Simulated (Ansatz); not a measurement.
In4SbAs3 as one 8-atom ordering (Cm) on the wurtzite lattice: a single-point calculation in the plane-wave code Ansatz (HSE06). The geometry is the r2SCAN minimum.

input.yaml:
```yaml
crystal:
  lattice:
    - [8.1577911798, -2.1959217053, 0.0281163783]
    - [8.1577911798, 2.1959217053, 0.0281163783]
    - [-3.5581658991, 0.0, 6.7173941487]
  atoms:
    - { symbol: As, position: [1.0037580447, 1.0037580447, 0.6705110754] }
    - { symbol: As, position: [0.7503193698, 0.7503193698, 0.0853260815] }
    - { symbol: In, position: [0.1878073185, 0.1878073185, 0.864896803] }
    - { symbol: In, position: [0.9367967234, 0.9367967234, 0.2733990543] }
    - { symbol: As, position: [0.495891476, 0.495891476, 0.163606357] }
    - { symbol: Sb, position: [0.251021979, 0.251021979, 0.5816697766] }
    - { symbol: In, position: [0.6793980616, 0.6793980616, 0.3343952576] }
    - { symbol: In, position: [0.4450070269, 0.4450070269, 0.7761955943] }
kpoints:
  mp_grid: { grid: [4, 4, 2] }
  band_path:
    path:
      - [0.0, 0.0, 0.0]
      - [-0.2731126462, 0.2731126462, 0.0]
      - [0.2731126462, 0.7268873538, 0.0]
      - [0.5, 0.5, 0.0]
      - [0.5, 0.5, -0.5]
      - [0.2500432453, 0.7499567547, -0.5]
      - [-0.2500432453, 0.2500432453, -0.5]
      - [0.0, 0.0, -0.5]
      - [0.0, 0.5, -0.5]
      - [0.05, 0.05, -0.05]
      - [0.05, 0.05, 0.0]
      - [0.0, 0.0, -0.05]
    npoints: 1
hamiltonian:
  xc: hse06
scf:
  occupations: { method: fermi_dirac, width: 0.02 }
  n_extra_bands: 6
output:
  forces: true
  stress: true
  eigenvalues: true
  write_density: true
  write_potential: true
  elf: true
  volumetric_format: npy
```

Run as `ansatz run input.yaml --threads 4 --pin off --max-ram 6451MiB --backend cpu --events-out ev --progress --plain --runs-dir out`.

Problem. It ran on 4 threads of Arm Neoverse V2, on a shared host, load about 0.3 per core. About how long did it take, and how much host memory at the peak?

Solution. About 5.1 min, with a peak of 4.9 GiB.

The log, with set-up remarks and timings taken out:
```
Pseudopotential: As, paw, valence charge 15, recommended cutoff 420 eV (normal)
Pseudopotential: In, paw, valence charge 13, recommended cutoff 420 eV (normal)
Pseudopotential: Sb, paw, valence charge 15, recommended cutoff 420 eV (normal)
Functional definition: HSE06
Crystal: 8 atoms, lattice volume = 241.108 Å³
Basis set: ecut = 420 eV, 4707 PW (Γ)
Bands: 62, of which v1, the nominal top of the filled ones, is band 56 counted from 1 (55 counted from 0)
Symmetry: 2 space group operations
Space group: Cm (ITA 8)
k-points: 14 of 32 (time reversal used)
[warm-up without exact exchange]
SCF 1 converged in 10 iterations: F = -43445.608353 eV  dr2 = 3.07e-10
[exact exchange on]
Exchange kernel: α = 0.2500, screened, ω = 0.2079 Å⁻¹, Wigner–Seitz truncation, v(0) = 1039.1346 eV·Å³, q-mesh 4×4×2
SCF 2 stopped early in 10 iterations: F = -43469.551188 eV  dr2 = 4.83e-6
hybrid outer 1: dexx = +4.017e-2 eV, tail = 2.10e-4 eV
SCF 3 converged in 8 iterations: F = -43469.551432 eV  dr2 = 1.24e-9
hybrid outer 2: dexx = +5.352e-6 eV, tail = 7.93e-8 eV, Δε = 3.58e-3 eV, ΔF = 3.32e-3 eV/Å
Free energy (F): -43469.551432 eV
Internal energy: -43469.549551 eV  (E = F + TS)
E sigma→0 (E₀):  -43469.550492 eV
Entropy (-TS):   -0.001881 eV (-0.235 meV/atom)
Fermi energy:    7.131960 eV
--- Per-component energies (eV) ---
  E_band       = -1489.227166
  E_kinetic    = 1486.498609
  E_local      = -13272.023456
  E_nonlocal   = -180.665001
  E_hartree    = 6245.313322
  E_xc         = -984.625044
  E_vxc        = -583.313179
  E_exx        = -353.407308
  E_paw        = -26627.485188
  E_vpaw       = -723.537457
  E_ewald      = -9782.945108
  E_core_change = -0.210506
  E_smearing   = -0.001881
--- Forces (eV/Å), atoms counted from 1 ---
  atom   1  As      0.01632      0.00000    -0.01491
  atom   2  As    -0.00205      0.00000      0.02075
  atom   3  In      0.00357      0.00000    -0.04970
  atom   4  In    -0.00716      0.00000      0.02334
  atom   5  As      0.02084      0.00000    -0.00889
  atom   6  Sb    -0.00916      0.00000      0.03670
  atom   7  In      0.00375      0.00000    -0.02448
  atom   8  In    -0.02609      0.00000      0.01722
--- Stress (GPa, compression-positive) ---
       -0.224613       0.000000      -0.006318
        0.000000       0.250480       0.000000
       -0.006318       0.000000      -0.169949
  P = ⅓ Tr σ = -0.0480 GPa (-0.480 kbar)
--- Band table (eV; the first three rows and the last of 14) ---
  k-point 0: bands = […, 5.1674, 5.8509, 5.9153, 6.8787, 7.0585, 7.1287, 7.1332, 8.2082, 8.7885, 9.1277, …]
  k-point 1: bands = […, 5.0689, 5.3073, 5.7254, 5.9442, 6.1770, 6.5329, 8.8395, 8.9492, 9.6421, 10.2927, …]
  k-point 2: bands = […, 4.3497, 5.0171, 5.1196, 5.3981, 6.2998, 6.3907, 9.1767, 9.6252, 9.9586, 10.1491, …]
  k-point 13: bands = […, 5.0578, 5.3151, 5.8018, 5.9557, 6.1363, 6.5273, 8.8411, 9.3802, 9.5917, 9.6601, …]
```

The rows of the band table are 0: (0, 0, 0) = Γ, 1: (0, 0, -1/2) = A, 2: (0, 1/4, 0), 13: (-1/2, -1/2, -1/2) = M₂.

bands.tsv, columns around the gap (it counts bands from 0):
```tsv
# k_distance	band_51	band_52	band_53	band_54	band_55	band_56	band_57	band_58	band_59
# fermi_ev = 7.131959
# [0, 0, 0] at k_distance = 0.000000
# [-0.2731126462, 0.2731126462, 0] at k_distance = 0.781457
# [0.2731126462, 0.7268873538, 0] at k_distance = 1.236119
# [0.5, 0.5, 0] at k_distance = 1.885311
# [0.5, 0.5, -0.5] at k_distance = 2.352142
# [0.2500432453, 0.7499567547, -0.5] at k_distance = 3.067342
# [-0.2500432453, 0.2500432453, -0.5] at k_distance = 3.502341
# [0, 0, -0.5] at k_distance = 4.217789
# [0, 0.5, -0.5] at k_distance = 4.965449
# [0.05, 0.05, -0.05] at k_distance = 5.771982
# [0.05, 0.05, 0] at k_distance = 5.818665
# [0, 0, -0.05] at k_distance = 5.895868
# levels_relative_to = fermi_ev
0.000	-1.281	-1.217	-0.253	-0.073	-0.003	0.001	1.076	1.657	1.996
0.781	-2.654	-2.350	-2.294	-1.959	-1.772	2.643	2.698	3.057	3.948
1.236	-2.654	-2.350	-2.294	-1.959	-1.772	2.643	2.698	3.057	3.948
1.885	-1.338	-0.986	-0.973	-0.519	-0.339	1.302	1.664	2.009	2.677
2.352	-1.817	-1.330	-1.176	-0.996	-0.605	1.709	2.248	2.460	2.528
3.067	-2.395	-1.943	-1.726	-1.475	-1.317	1.522	1.788	2.010	2.099
3.502	-2.395	-1.943	-1.726	-1.475	-1.317	1.522	1.788	2.010	2.099
4.218	-1.825	-1.407	-1.188	-0.955	-0.599	1.708	1.817	2.510	3.161
4.965	-2.167	-2.124	-1.906	-1.783	-1.157	1.611	1.761	1.891	2.518
5.772	-1.348	-1.225	-0.422	-0.206	-0.013	0.275	1.133	1.671	2.012
5.819	-1.276	-1.211	-0.514	-0.081	-0.011	0.237	1.085	1.622	2.049
5.896	-1.347	-1.225	-0.433	-0.192	-0.013	0.273	1.137	1.640	2.044
```
In order the rows are Γ, C, C₂, Y₂, M₂, D, D₂, A, L₂, Γ–M₂ (0.10), Y₂–Γ (0.90), A–Γ (0.90).

Planar averages along the third cell vector, from rho_z.tsv and v_z.tsv (valence density with its augmentation; electrostatic potential energy of an electron, of which only differences have a meaning):
```tsv
z (Å)	ρ (e/Å³)	v_es (eV)
0.00	0.192	7.60
0.56	0.598	7.23
0.99	0.703	6.39
1.55	0.585	3.85
1.97	0.573	2.25
2.53	0.555	3.17
2.96	0.302	5.34
3.52	0.151	7.50
3.94	0.262	7.10
4.50	0.562	5.47
4.93	0.668	5.10
5.49	0.548	3.76
5.91	0.531	2.73
6.48	0.493	3.70
6.90	0.325	5.68
7.46	0.171	7.40
```

With HSE06 the gap closes, the bands meeting at Γ. The gap is the least over the mesh and the extra points. The mean stress, 0.0 GPa, is small, and the program warns that its thresholds are loose for a hybrid's stress. The largest force is 0.05 eV/Å.

No spin polarisation and no zero-point or thermal motion; the cell was built from a prototype and may be hypothetical.

Spin-orbit coupling is left out, which matters wherever the heavy atoms make up the band edges.

The meshes of the hybrids are coarse, so their gaps aren't converged to the digits shown.
